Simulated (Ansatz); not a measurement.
Ansatz (a first-principles code) input:

Ansatz 0.2 input:
```yaml
crystal:
  lattice:
    - [0.0, 4.1733893053, 4.1733893053]
    - [4.1733893053, 0.0, 4.1733893053]
    - [4.1733893053, 4.1733893053, 0.0]
  atoms:
    - { symbol: O, position: [0.0, 0.0, 0.0] }
    - { symbol: O, position: [0.25, 0.25, 0.25] }
    - { symbol: Cu, position: [0.125, 0.125, 0.125] }
    - { symbol: Cu, position: [0.625, 0.125, 0.125] }
    - { symbol: Cu, position: [0.125, 0.625, 0.125] }
    - { symbol: Cu, position: [0.125, 0.125, 0.625] }
kpoints:
  mp_grid: { grid: [4, 4, 4] }
hamiltonian:
  xc: hse06
  pseudopotentials: { azcp: { folder: ./paw }, kind: paw }
scf:
  n_extra_bands: 6
  occupations: { method: fixed }
output:
  eigenvalues: true
  eigenstates:
    e_range: [-9.0, 9.6]
    kpoints:
      - [0.0, 0.0, 0.0]  # VBM
      - [0.0, 0.0, 0.0]  # CBM
      - [0.0, 0.0, 0.0]  # GAMMA
      - [0.5, 0.0, 0.5]  # X
      - [0.5, 0.5, 0.5]  # L
      - [0.5, 0.25, 0.75]  # W
      - [0.375, 0.375, 0.75]  # K
      - [0.625, 0.25, 0.625]  # U
```

Output (shortened):

```
Pseudopotential: O, paw, valence charge 6
Pseudopotential: Cu, paw, valence charge 19
Functional definition: HSE06
davidson cushion auto → on  (no smearing: the cushion is to keep the highest requested band from converging to the state above it …
Crystal: 6 atoms, lattice volume = 145.377 Å³
Basis set: ecut = 420 eV, 2741 PW (Γ)
Bands: 50, of which v1, the nominal top of the filled ones, is band 44 counted from 1 (43 counted from 0)
Symmetry: 48 space group operations
Space group: Fd-3m (ITA 227), of the structure as read, at distance tolerance 5.3e-5 Å
k-points: 8 of 64
SCF iter   1: F=—  HF=-27631.948787 eV  |F-HF|=—  |Δ(HF+E_count)|=         —  Δρ=4.79e-2  dr2=1.23e0  ethr=1.00e-1  ⟨swp⟩=7.1  Hψ=1136  notcnv=0
preconditioner: auto → none
SCF iter   2: F=—  HF=-27632.124460 eV  |F-HF|=—  |Δ(HF+E_count)|=   1.76e-1  Δρ=2.61e-2  dr2=6.05e-1  ethr=1.40e-3  ⟨swp⟩=4.9  Hψ=1189  notcnv=0  defer=2
SCF iter   3: F=—  HF=-27632.100104 eV  |F-HF|=—  |Δ(HF+E_count)|=   2.44e-2  Δρ=1.62e-2  dr2=1.57e-1  ethr=6.87e-4  ⟨swp⟩=3.8  Hψ=1011  notcnv=0  defer=2
SCF iter   4: F=—  HF=-27632.121783 eV  |F-HF|=—  |Δ(HF+E_count)|=   2.17e-2  Δρ=5.34e-3  dr2=2.08e-2  ethr=1.79e-4  ⟨swp⟩=3.4  Hψ=908  notcnv=0
SCF iter   5: F=—  HF=-27632.132853 eV  |F-HF|=—  |Δ(HF+E_count)|=   1.11e-2  Δρ=8.20e-3  dr2=5.63e-2  ethr=2.36e-5  ⟨swp⟩=4.0  Hψ=1251  notcnv=0
iter 6 solved again at ethr=1.09e-6 eV; its pass at ethr=2.36e-5 eV (dr2=9.60e-4 eV) is discarded
SCF iter   6: F=—  HF=-27632.123025 eV  |F-HF|=—  |Δ(HF+E_count)|=   9.83e-3  Δρ=1.03e-3  dr2=9.51e-4  ethr=1.09e-6  ⟨swp⟩=2.0  Hψ=1929  notcnv=0
SCF iter   7: F=-27632.122851 eV  HF=-27632.122866 eV  |F-HF|=1.57e-5  |Δ(HF+E_count)|=   1.59e-4  Δρ=8.25e-5  dr2=8.44e-6  ethr=1.08e-6  ⟨swp⟩=2.8  Hψ=888  notcnv=0
SCF 1 stopped early in 7 iterations: F = -27632.122851 eV  dr2 = 8.44e-6
Crystal: 6 atoms, lattice volume = 145.377 Å³
Exchange kernel: α = 0.2500, screened, ω = 0.2079 Å⁻¹, Wigner–Seitz truncation, v(0) = 1046.5540 eV·Å³, q-mesh 4×4×4, nearest image of the exchange supercell L …
Frozen-core exchange: fock
SCF iter   1: F=—  HF=-27628.868578 eV  |F-HF|=—  |Δ(HF+E_count)|=         —  Δρ=4.15e-2  dr2=1.81e0  ethr=9.59e-8  ⟨swp⟩=7.1  Hψ=2189  notcnv=0
preconditioner: auto → none
SCF iter   2: F=—  HF=-27628.997914 eV  |F-HF|=—  |Δ(HF+E_count)|=   1.29e-1  Δρ=4.49e-2  dr2=1.89e0  ethr=9.59e-8  ⟨swp⟩=6.2  Hψ=2089  notcnv=0
SCF iter   3: F=—  HF=-27628.517422 eV  |F-HF|=—  |Δ(HF+E_count)|=   4.80e-1  Δρ=3.95e-3  dr2=2.04e-2  ethr=9.59e-8  ⟨swp⟩=5.2  Hψ=1974  notcnv=0
SCF iter   4: F=—  HF=-27628.562004 eV  |F-HF|=—  |Δ(HF+E_count)|=   4.46e-2  Δρ=4.10e-3  dr2=2.39e-2  ethr=9.59e-8  ⟨swp⟩=4.6  Hψ=1602  notcnv=0
SCF iter   5: F=—  HF=-27628.557080 eV  |F-HF|=—  |Δ(HF+E_count)|=   4.92e-3  Δρ=1.68e-3  dr2=5.15e-3  ethr=9.59e-8  ⟨swp⟩=5.0  Hψ=1608  notcnv=0
SCF iter   6: F=—  HF=-27628.556069 eV  |F-HF|=—  |Δ(HF+E_count)|=   1.01e-3  Δρ=3.79e-4  dr2=2.54e-4  ethr=9.59e-8  ⟨swp⟩=4.0  Hψ=1300  notcnv=0
SCF iter   7: F=—  HF=-27628.556771 eV  |F-HF|=—  |Δ(HF+E_count)|=   7.02e-4  Δρ=2.13e-4  dr2=5.27e-5  ethr=9.59e-8  ⟨swp⟩=4.1  Hψ=1230  notcnv=0
SCF iter   8: F=-27628.556757 eV  HF=-27628.556757 eV  |F-HF|=9.31e-7  |Δ(HF+E_count)|=   1.39e-5  Δρ=3.20e-5  dr2=6.88e-6  ethr=5.33e-8  ⟨swp⟩=3.0  Hψ=978  notcnv=0
SCF 2 stopped early in 8 iterations: F = -27628.556757 eV  dr2 = 6.88e-6
hybrid outer 1: dexx = +4.793e-2 eV, tail = 3.10e-4 eV
Crystal: 6 atoms, lattice volume = 145.377 Å³
Exchange kernel: α = 0.2500, screened, ω = 0.2079 Å⁻¹, Wigner–Seitz truncation, v(0) = 1046.5540 eV·Å³, q-mesh 4×4×4, nearest image of the exchange supercell L …
Frozen-core exchange: fock
SCF iter   1: F=—  HF=-27628.555070 eV  |F-HF|=—  |Δ(HF+E_count)|=         —  Δρ=1.21e-4  dr2=1.10e-5  ethr=1.76e-6  ⟨swp⟩=3.1  Hψ=974  notcnv=0
preconditioner: auto → none
SCF iter   2: F=—  HF=-27628.555074 eV  |F-HF|=—  |Δ(HF+E_count)|=   3.90e-6  Δρ=4.11e-5  dr2=1.54e-6  ethr=1.14e-8  ⟨swp⟩=3.9  Hψ=1256  notcnv=0
iter 3 solved again at ethr=2.46e-11 eV; its pass at ethr=1.19e-9 eV (dr2=2.17e-8 eV) is discarded
SCF iter   3: F=—  HF=-27628.555074 eV  |F-HF|=—  |Δ(HF+E_count)|=   1.71e-7  Δρ=7.61e-6  dr2=1.27e-7  ethr=2.46e-11  ⟨swp⟩=3.0  Hψ=1959  notcnv=0
SCF iter   4: F=—  HF=-27628.555075 eV  |F-HF|=—  |Δ(HF+E_count)|=   8.22e-7  Δρ=2.01e-5  dr2=3.54e-7  ethr=2.46e-11  ⟨swp⟩=4.5  Hψ=1490  notcnv=0
SCF iter   5: F=-27628.555075 eV  HF=-27628.555075 eV  |F-HF|=1.44e-9  |Δ(HF+E_count)|=   9.45e-8  Δρ=1.31e-6  dr2=3.68e-9  ethr=2.46e-11  ⟨swp⟩=4.0  Hψ=1480  notcnv=0
SCF 3 converged in 5 iterations: F = -27628.555075 eV  dr2 = 3.68e-9
hybrid outer 2: dexx = +4.937e-6 eV, tail = 2.14e-7 eV, Δε = 5.04e-3 eV (about 1.70e-4 eV left of the loop's levels)
the search or the solves at the SCF's close seem to have found levels that the self-consistency loop had missed (the run counts 2) …
NSCF: frozen V_eff on 8 k-points
hybrid SCF converged: 2 outer / 13 inner (+7 warm-up), last move |dexx| = 4.94e-6 eV, tail = 2.14e-7 eV
Stability not checked (fock_operator)
Free energy (F): -27628.555073 eV
Frozen-core exchange: fock
Harris-Foulkes:  -27628.555073 eV  (|F-HF|=1.44e-9)
Internal energy: -27628.555073 eV  (E = F + TS)
E sigma→0 (E₀):  -27628.555073 eV
Fermi energy:    2.558702 eV
--- Per-component energies (eV) ---
  E_band       = -2699.335338
  E_kinetic    = 1378.124300
  E_local      = -30491.028513  (includes V_loc(G=0)·N_el)
  E_nonlocal   = 3736.839044
  E_hartree    = 13331.598242
  E_xc         = -328.567153
  E_vxc        = -417.869062  (∫ρ·V_xc dr)
  E_exx        = -475.359598  (= α·E_x^exact, valence–valence)
  E_paw        = -7238.258142  (= ΣΔE_a)
  E_vpaw       = -2617.878433  (= ΣTr[D̂ρ^β])
  E_aug_tail   = 0.005967  (compensation charges beyond the density's cutoff)
  E_ewald      = -7540.954838
  E_core_change = -0.954382  (= ΣΔE_core)
  E_smearing   =  0.000000  (= −TS)
  E_closure    =  0.000000  (closes the sum)
  Σ components = -27628.555073   (vs F -27628.555073, Δ=0.00e0)
  [band-id]    e_kinetic+e_local+e_nonlocal+2·e_hartree+e_vxc+2·e_exx+e_vpaw+e_augmentation_tail = -2699.329409   (vs E_band -2699.335338, Δ=5.93e-3)
--- Band table (eV; the first three rows and the last of 8) ---
  k-point 0: bands = ["-114.2000", "-114.1987", "-114.1987", "-114.1987", "-70.2391", "-70.2201", "-70.2201", "-70.2201", "-69.9268", "-69.9268", "-69.9259", "-69.9259", "-69.9259", "-69.9209", "-69.9209", "-69.9209", "-19.2204", "-18.4596", "-5.1055", …
  k-point 1: bands = ["-114.1999", "-114.1989", "-114.1988", "-114.1988", "-70.2371", "-70.2220", "-70.2201", "-70.2201", "-69.9266", "-69.9266", "-69.9259", "-69.9255", "-69.9255", "-69.9217", "-69.9217", "-69.9210", "-19.1460", "-18.5452", "-5.0301", …
  k-point 2: bands = ["-114.1997", "-114.1991", "-114.1987", "-114.1987", "-70.2343", "-70.2247", "-70.2201", "-70.2201", "-69.9265", "-69.9265", "-69.9259", "-69.9243", "-69.9243", "-69.9230", "-69.9230", "-69.9210", "-19.0409", "-18.6614", "-4.9425", …
  k-point 7: bands = ["-114.1994", "-114.1994", "-114.1988", "-114.1988", "-70.2295", "-70.2295", "-70.2200", "-70.2200", "-69.9262", "-69.9262", "-69.9251", "-69.9251", "-69.9236", "-69.9236", "-69.9223", "-69.9223", "-18.8549", "-18.8549", "-4.7730", …
```

Cost: roughly 3 core-minutes on shared cores.

The points marked VBM and CBM come from a semilocal run.

The start of the workflow was typed in or built on a structure type; neither database checked (COD, Materials Project) lists it. It is not the phase usual at ambient conditions (space group No. 224). The cell was relaxed with PBEsol under the symmetry of its start; its stability against distortions is not shown here. The run is not spin-polarised. No Hubbard U is applied.

Potentials: the earlier of the program's two PAW sets.

Ansatz is a plane-wave DFT program.
